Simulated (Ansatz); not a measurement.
**WC: settings compared (Ansatz)**

The input file (Ansatz 0.2.0, plane waves):

```yaml
crystal:
  lattice:
    - [2.9209057, 0.0, 2.85358236]
    - [-1.46045285, 2.52957367, 0.0]
    - [2.9209057, 0.0, -2.85358236]
  atoms:
    - { symbol: W, position: [0.0, 0.0, 0.0] }
    - { symbol: W, position: [0.5, 0.0, 0.5] }
    - { symbol: C, position: [0.083335, 0.33333, 0.583335] }
    - { symbol: C, position: [0.583335, 0.33333, 0.083335] }
  symmetry: { tolerance: 0.0003 }
kpoints:
  mp_grid: { grid: [7, 7, 7], shift: [0, 0, 0] }
magnetization:
  spin_polarized: false
scf:
  occupations: { method: cold, width: 0.1057 }
hamiltonian:
  pseudopotentials: { kind: paw }
  xc: pbe
  hubbard:
    projectors: all-electron-ortho-atomic
    sites: [{ species: W, l: d, u: 4.66, j: 0.92 }]
basis:
  ecutwfc: 420
output:
  forces: true
  stress: true
  eigenvalues: true
relax:
  max_steps: 40
  cell: {}
```

Run with:

```bash
ansatz run input.yaml --threads 1 --pin off --max-ram 2560MiB --backend cpu --events-out ev --progress --plain --runs-dir out
```

Origin of the cell: a database entry, scaled a little.

Output of this run (shortened):

```
Warning: the atoms were moved onto the symmetric positions of the space group found under crystal.symmetry.tolerance 3.0e-4 (fractional; no operation is sought that the atoms, as they stand i […]
W: projections on atomic orbitals take those of the free atom [Kr 4d10 4f14] 5s2 5p6 5d4 6s2, of charge +0.00 (hamiltonian.pseudopotentials.projection_atoms); the dataset's partial waves leav […]
C: projections on atomic orbitals take those of the free atom [He] 2s2 2p2, of charge +0.00 (hamiltonian.pseudopotentials.projection_atoms); the dataset's partial waves leave at most 3.7e-9 o […]
Pseudopotentials: kind: paw
Pseudopotential: W, paw, valence charge 14, recommended cutoff 420 eV (normal), W.paw.azcp
Pseudopotential: C, paw, valence charge 4, recommended cutoff 420 eV (normal), C.paw.azcp
Functional definition: PBE
  exchange = pbe_x(kappa = kappa, mu = beta*pi^2/3)
  correlation = pbe_c(beta = beta)
Crystal: 4 atoms, lattice volume = 42.168 Å³
Basis set: ecut = 420 eV, 825 PW (Γ), exchange–correlation on 60×40×60 points (8 copies of the dense FFT grid, shifted against one another)
Bands: 22, of which v1, the nominal top of the filled ones, is band 18 counted from 1 (17 counted from 0)
[… 7 lines left out …]
Initial density: superposition of atomic densities (chi_scale 0.1, normalization cell, long waves of neutral atoms under a Hubbard term (reshape's long-wave potential 0.00 eV rms, cloud 2.38 Å wide))
Functional: x = pbe(κ = 0.804, μ = 0.219515), c = pbe(β = 0.066725)
SCF iter   1: F=—  HF=-21265.671534 eV  Δρ=1.47e-1  dr2=1.23e1
SCF iter   2: F=—  HF=-21264.260559 eV  S|Δr|=    0.00e0  Δρ=1.11e-1  dr2=6.75e0
SCF iter   3: F=—  HF=-21262.780262 eV  S|Δr|=    0.00e0  Δρ=2.13e-2  dr2=7.53e-2  defer=2
SCF iter   4: F=—  HF=-21262.877386 eV  S|Δr|=    0.00e0  Δρ=8.00e-3  dr2=3.56e-2  defer=1
SCF iter   5: F=—  HF=-21262.868225 eV  S|Δr|=    0.00e0  Δρ=3.50e-3  dr2=5.56e-3  defer=1
SCF iter   6: F=—  HF=-21262.866638 eV  S|Δr|=    0.00e0  Δρ=2.10e-4  dr2=1.34e-5  defer=1
SCF iter   7: F=—  HF=-21262.866648 eV  S|Δr|=    0.00e0  Δρ=5.97e-5  dr2=1.72e-6  defer=1
SCF iter   8: F=—  HF=-21262.866648 eV  S|Δr|=    0.00e0  Δρ=2.02e-5  dr2=2.21e-7  defer=1
SCF iter   9: F=-21262.866648 eV  HF=-21262.866648 eV  S|Δr|=    0.00e0  Δρ=3.09e-6  dr2=4.37e-9
relax step   1: F+E_penalty+E_count = -21262.866648 eV  Δ(F+E_penalty+E_count) = +0.000e0 eV  max|allowed force component| = 1.329e-2 eV/Å  Δτ_max = 0.0000 Å  P = -0.061 GPa  Ω = 42.168 Å³  ( […]
relax step   2: F+E_penalty+E_count = -21262.858041 eV  Δ(F+E_penalty+E_count) = +8.607e-3 eV  max|allowed force component| = 1.847e-2 eV/Å  Δτ_max = 0.0015 Å  P = -0.483 GPa  Ω = 42.299 Å³ […]
relax step   3: F+E_penalty+E_count = -21262.867930 eV  Δ(F+E_penalty+E_count) = -1.282e-3 eV  max|allowed force component| = 2.660e-3 eV/Å  Δτ_max = 0.0005 Å  P = -0.031 GPa  Ω = 42.186 Å³ […]
relax step   4: F+E_penalty+E_count = -21262.867938 eV  Δ(F+E_penalty+E_count) = -7.829e-6 eV  max|allowed force component| = 1.157e-3 eV/Å  Δτ_max = 0.0001 Å  P = +0.005 GPa  Ω = 42.182 Å³ […]
relax step   5: F+E_penalty+E_count = -21262.867962 eV  Δ(F+E_penalty+E_count) = -2.406e-5 eV  max|allowed force component| = 1.159e-3 eV/Å  Δτ_max = 0.0000 Å  P = +0.006 GPa  Ω = 42.182 Å³  stress off target by 1.05e-2 GPa […]
SCF 5 converged in 5 iterations: F = -21262.867962 eV  dr2 = 4.13e-12
basis re-selected at this cell: Δ(F+E_penalty+E_count) = -2.406e-5 eV, ΔP = +0.002 GPa vs the last step (what re-selecting the basis moved, of the pressure what is left beyond the Pulay corre […]
SCF converged after 5 iterations
Stability not checked: this state was not tested for a lower state beside it, because cold or Methfessel-Paxton smearing, or corrected tetrahedra, fill the levels in a way that the test cannot read (fill_not_monotonic; […]
Free energy (F): -21262.867962 eV
Harris-Foulkes:  -21262.867962 eV  (|F-HF|=7.28e-12)
Internal energy: -21262.867801 eV  (E = F + TS)
E sigma→0 (E₀):  -21262.867908 eV
Entropy (-TS):   -0.000161 eV (-0.040 meV/atom)
Fermi energy:    20.277502 eV
--- Per-component energies (eV) ---
  E_band       = -129.682150
  E_kinetic    = 1081.106117
  E_local      = -1352.075437  (includes V_loc(G=0)·N_el)
  E_nonlocal   = 50.452436
  E_hartree    = 475.681954
  E_xc         = -632.329874
  E_vxc        = -599.852131  (∫ρ·V_xc dr)
  E_hubbard    = 9.231818  (on-site DFT+U / exact-exchange correction)
  E_vhub       = 0.996935  (the Hubbard potential's part of the band-sum identity)
  E_paw        = -17321.943132  (= ΣΔE_a)
  E_vpaw       = -261.673905  (= ΣTr[D̂ρ^β])
  E_aug_tail   = -0.000112  (compensation charges beyond the density's cutoff)
  E_ewald      = -3572.991572
  E_smearing   = -0.000161  (= −TS)
  Σ components = -21262.867962   (vs F -21262.867962, Δ=0.00e0)
--- DFT+U+J on-site energies (Liechtenstein; fll double counting; per corrected site; eV) ---
  site 0 (l=d): U=4.6600  J=0.9200  Tr N=4.6702  E_int=41.685960  E_dc=37.070052  E_U=4.615909
  site 1 (l=d): U=4.6600  J=0.9200  Tr N=4.6702  E_int=41.685960  E_dc=37.070052  E_U=4.615909
--- Forces (eV/Å), atoms counted from 1 ---
  atom   1  W     -0.001159    -0.000669    -0.000000
  atom   2  W     -0.001159    -0.000669    -0.000000
  atom   3  C      0.001159     0.000669    -0.000000
  atom   4  C      0.001159     0.000669    -0.000000
  max |Σ_I F_I| component: 5.94e-7 eV/Å
--- Stress (GPa, compression-positive) ---
        0.010156       0.000530       0.000000
        0.000530       0.009545       0.000000
        0.000000      -0.000000      -0.000403
  P = ⅓ Tr σ = 0.0064 GPa (0.064 kbar)
Occupation matrices written to <dir>
--- Relaxed structure (4 steps of the walk, 3 accepted, 1 SCFs on fresh bases) ---
  F+E_penalty+E_count = -21262.867962 eV   max|allowed force component| = 1.159e-3 eV/Å   (the final SCF, on the basis selected at the relaxed cell)
  cell:  # Å, volume = 42.1820 Å³
    - [2.924507, -0.001749, 2.845520]
    - [-1.463768, 2.535320, 0.0]
    - [2.924507, -0.001749, -2.845520]
  atoms:
    - { symbol: W, position: [-0.000117, -0.000117, -0.000117] }
    - { symbol: W, position: [0.499883, -0.000117, 0.499883] }
    - { symbol: C, position: [0.083452, 0.333452, 0.583452] }
    - { symbol: C, position: [0.583452, 0.333452, 0.083452] }
```

The same input was run again with these changes:

1. `accuracy` default → medium; `scf.lower_state_search` default → light
2. `hamiltonian.xc` pbe → pbesol; `scf.n_extra_bands` default → 2
3. `scf.occupations.width` 0.1057 → default; `scf.occupations.method` cold → tetrahedron_uncorrected
4. `kpoints.mp_grid.grid` [7, 7, 7] → [6, 6, 6]

| run | end | SCF iterations | volume (Å³/atom) | max force component (eV/Å) | moment (μB) | ΔE(σ→0) (meV/atom) |
| --- | --- | --- | --- | --- | --- | --- |
| base | converged | 32 | 10.55 | 0.001 | – | 0 |
| 1 | converged | 32 | 10.55 | 0.001 | – | 0.00 |
| 2 | converged | 41 | 10.31 | 0.000 | – | – |
| 3 | converged | 23 | 10.55 | 0.003 | – | 5.16 |
| 4 | converged | 29 | 10.54 | 0.003 | – | -2.07 |

Energies are compared only where functional, datasets, charge and starting cell are the same.

Caveats of the base run: no moments, though an odd count or open d shells may carry them; no spin-orbit coupling, though heavy elements are present; the k mesh is coarse if the cell is a metal; the relaxation held the start's symmetry, so the end may be a saddle point.

Run 3: forces and stress under tetrahedra may miss the slope of the energy.

The base run ran for 51 s on 1 thread of Intel(R) Xeon(R) Platinum 8259CL CPU @ 2.50GHz (Skylake/Cascade Lake) (shared host), peak memory 0.54 GiB, from the program's own first density.
